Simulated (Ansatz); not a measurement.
Clean, relaxed (100) surface of TiC, space group Fm-3m (No. 225) (top face towards +c; atoms held fixed, by place in the list: 1, 2, 3, 4):

```
CELL_PARAMETERS angstrom
3.06036 0.00000 0.00000
0.00000 3.06036 0.00000
0.00000 0.00000 23.49200
ATOMIC_POSITIONS crystal
Ti 0.50000 0.50000 0.36183
C 0.00000 0.00000 0.36183
Ti 0.00000 0.00000 0.45394
C 0.50000 0.50000 0.45394
Ti 0.50000 0.50000 0.54500
C 0.00000 0.00000 0.54607
Ti 0.00000 0.00000 0.63450
C 0.50000 0.50000 0.63886
```

Level of theory: DFT r2SCAN, scalar-relativistic, plane waves, PAW (Ansatz 0.2.0). Plane waves to 500 eV, a k mesh through Γ of 9×9×1 on the computed 8-atom cell and Gaussian smearing (0.10 eV); no spin polarisation. A dipole correction removes the field between periodic images along c.

CO is adsorbed on the top face, one adsorbate per 9.4 Å², and relaxed from 3 starting sites (fractions of a and b). E_ads counts from the clean slab and the free adsorbate (spin-polarised where it has unpaired electrons); negative means bound. Heights count from the highest slab atom after relaxation. Δφ is the top face's. Δp counts per cell along +c. Bonded neighbours lie within 1.25 times the sum of covalent radii (1.35 for H) and, on that scale, within 12 % of the closest. With the adsorbate the cell is lengthened along c to keep the vacuum.

```json
{"start": "top (C) at (0.50, 0.50)", "ends at": "(0.50, 0.50), 1 bonded neighbour (C)", "E_ads (eV)": "-0.65", "height (Å)": "1.34", "shortest contact": "C–C 1.34 Å", "Δφ (eV)": "+1.82", "Δp (e·Å)": "-0.090", "whole?": "yes"}
{"start": "hollow (Ti-Ti) at (0.00, 0.50)", "ends at": "not bound", "E_ads (eV)": "0.07", "height (Å)": "3.79", "shortest contact": "", "Δφ (eV)": "", "Δp (e·Å)": "", "whole?": ""}
{"start": "bridge (C-Ti) at (0.25, 0.75)", "ends at": "(0.00, 0.00), 1 bonded neighbour (Ti)", "E_ads (eV)": "-0.60", "height (Å)": "2.15", "shortest contact": "C–Ti 2.20 Å", "Δφ (eV)": "+0.59", "Δp (e·Å)": "-0.024", "whole?": "yes"}
```

Among the sites tried, the lowest end comes from the top (C) at (0.50, 0.50) start; other sites may lie lower.

Each end is the local minimum or symmetric point that its start leads to. The slab is only 6.5 Å thick, so the energies aren't converged with thickness.

For at least one of the starts the bottom face's work function also shifts by over 0.1 eV: the slab is too thin to screen the adsorbate, so the work functions aren't converged with thickness.